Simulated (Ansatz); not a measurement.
Values for one crystal, relaxed and computed with PBEsol in the plane-wave PAW code Ansatz; other levels are named.

```yaml
volume_per_atom: 25.50 Å³
electronic_character: metallic (no gap)
Young's modulus: 20.1 GPa
Bulk modulus (Birch–Murnaghan fit): 447 kbar
Elastic constants (relaxed ions, GPa): C11 = 65.0, C12 = 28.9, C13 = 41.6, C33 = 50.7, C44 = 6.7, C66 = 3.8
Poisson's ratio: 0.43
hill_bulk_and_shear_moduli: 45.0 and 7.0 GPa
```

Q: Which of these materials gives this?
A. In, body-centred tetragonal
B. Pt, hcp (Mg type)
C. Y, fcc (Cu type)
D. Pb, R-3m (Pb on 6c)

A: A, In, body-centred tetragonal

Space group I4/mmm (body-centred tetragonal). The PBEsol relaxation kept the symmetry of its start. As this level gives no gap, shear constants depend on the k-mesh and smearing (Fermi–Dirac, 0.1 eV here). Scalar-relativistic: spin–orbit coupling is off unless named, which matters more the heavier the elements.

Potentials: the later of the program's two PAW sets.
